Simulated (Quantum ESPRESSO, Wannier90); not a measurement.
# BaTiO3 (R3m), plane waves to Wannier functions

```xyz
5
Lattice="2.8483 1.6444 2.3356 -2.8483 1.6444 2.3356 0.0000 -3.2889 2.3356" Properties=species:S:1:pos:R:3 pbc="T T T"
Ba     0.0000     0.0000     0.0010
Ti     0.0000     0.0000    -3.4099
O      1.4504    -0.8374     2.2366
O      0.0000     1.6748     2.2366
O     -1.4504    -0.8374     2.2366
```

Materials Project entry mp-5020; symmetrised, unrelaxed at this level. COD (Crystallography Open Database) has the formula in 5 space groups, this one among them (matched by group alone). Computed values, not measurements, from PBEsol: Quantum ESPRESSO (norm-conserving PseudoDojo potentials, cutoff 68 Ry, no spin polarisation, no spin-orbit coupling) on a Γ-centred 8×8×8 mesh, then Wannier90. Density: 8×8×8 mesh, cold smearing 0.01 Ry. Spin-orbit coupling is left out although heavy elements are present.

Base run: 14 functions from bands 12-38 of the 38 computed, start hydrogen-like Ti: d; O: p, centres 0.05 Å off the atoms, frozen window up to 3.87 eV relative to the valence-band maximum, outer window open. Its settings: num_cg_steps = 5, trial_step = 2 and dis_mix_ratio = 0.5 (the program's defaults), conv_tol = 1.0e-6 over 4 steps, num_iter = 1000, dis_conv_tol = 1.0e-6, dis_num_iter = 1000. One of them is changed at a time.

```
run                 disentanglement steps  localisation steps  Ω_I (Å²)  Ω_total (Å²)       ended
------------------  ---------------------  ------------------  --------  ------------  ----------
base                                   99                  37    14.491        14.801   converged
num_cg_steps = 100                     99                  30    14.491        14.801   converged
fixed_step = 2.0                       99                1000    14.491        14.842  step limit
dis_num_iter = 20                      20                  37    14.513        14.818  step limit
```
